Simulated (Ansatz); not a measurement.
**Fixed occupations and hybrids: InAs**

System: InAs, a test cell of our own (not relaxed); the cell holds 2 atoms.

```
In As
1.0
     0.00000    3.03000    3.03000
     3.03000    0.00000    3.03000
     3.03000    3.03000    0.00000
In As
1 1
Cartesian
  0.0000 0.0000 0.0000
  1.5150 1.5150 1.5150
```

Code: Ansatz (development build ahead of 0.2.0); PAW (an earlier, harder data set), plane waves, scalar-relativistic; no spin polarisation; cutoff 850 eV; k-mesh 4×4×4. A hybrid run begins with a PBE cycle under the same occupations; its iterations are summed over that start, the exchange cycles and any other fillings tried.

The mesh is coarse, so gaps aren't converged.

What does the run give with HSE06, fixed occupations?

Converged in 29 iterations, gap on the mesh 0.54 eV.

What does the run give with HSE06, Fermi–Dirac smearing 0.01 eV?

Converged in 29 iterations, gap on the mesh 0.54 eV.
